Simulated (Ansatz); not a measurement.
Relaxed-ion elastic tensor of Mg (diamond, Fd-3m) in GPa (Voigt order), DFT-PBEsol in the program Ansatz with PAW potentials; density 1.04 g/cm³, 38.75 Å³ per atom.

```
  4.3   16.1   16.1    0.0    0.0    0.0
 16.1    4.3   16.1    0.0    0.0    0.0
 16.1   16.1    4.3    0.0    0.0    0.0
  0.0    0.0    0.0  -14.0    0.0    0.0
  0.0    0.0    0.0    0.0  -14.0    0.0
  0.0    0.0    0.0    0.0    0.0  -14.0
```

### Question
Is the crystal mechanically stable?

### Answer
No: the smallest eigenvalue of C is -14.0 GPa.

The start of the workflow was typed in or built on a structure type; neither database checked (COD, Materials Project) lists it. It is not the phase usual at ambient conditions (space group No. 194). The PBEsol relaxation kept the symmetry of its start. At this level the phase is mechanically unstable. As this level gives no gap, shear constants depend on the k-mesh and smearing (Fermi–Dirac, 0.1 eV here).

Potentials: the earlier of the program's two PAW sets. The files were generated under PBE; for other functionals the program regenerates the frozen cores, and for LDA and PBEsol the local potential too.
